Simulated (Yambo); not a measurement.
Yambo run on a free-standing SnS$_{2}$ monolayer (symmetry P-3m1, slab cell 15.9 Å high). The wavefunctions are PBE (stringent potentials; pw.x of Quantum ESPRESSO, ONCV potentials, scalar-relativistic) ones on a 6×6×1 mesh (17 occupied bands); a = 3.6651 Å, b = 3.6651 Å, c = 15.9000 Å, α = 90.00°, β = 90.00°, γ = 120.00°.

Yambo input:

```
rim_cut
gw0
dyson
el_el_corr
HF_and_locXC
ppa
em1d
rim_w
RandQpts= 1000000
RandGvec= 2 Ry
CUTGeo= "slab z"
EXXRLvcs= 102 Ry
VXCRLvcs= 408 Ry
Chimod= "HARTREE"
% BndsRnXp
 5 | 125 |
%
NGsBlkXp= 6 Ry
% LongDrXp
 1.0 | 1.0 | 0.0 |
%
RandGvecW= 1000 mRy
PPAPntXp= 27.2114 eV
% GbndRnge
 1 | 125 |
%
GTermKind= "none"
DysSolver= "n"
ExtendOut
% QPkrange
 2 | 2 | 17 | 17 |
 4 | 4 | 17 | 18 |
%
```

k points by index: 2 = (0, 0.167), 4 = M.

Resulting energies as the program prints them:

```
#    K-point    Band    Eo [eV]    E [eV]    E-Eo [eV]    Vxc [eV]    Vnlxc [eV]    Sc|Eo [eV]    Sc|E [eV]    dSc/dw|Eo [eV]    Re(Z)    Im(Z)
#
    2    17    0.000000    -0.550830    -0.550830    -13.56826    -16.05468    1.761543    1.935595    -8.595334    0.759944    -0.002422
    4    17    -0.258509    -0.856817    -0.598308    -13.39752    -16.04824    1.862313    2.052411    -8.642930    0.758935    -0.002426
    4    18    1.574189    2.543485    0.969296    -12.45060    -9.000181    -2.216975    -2.481119    -7.414100    0.785871    -0.002271
```
(The two width columns are left out.) Convergence of these settings isn't established.

Spin-orbit coupling is not included.

Geometry relaxed with PBE+D3(BJ).
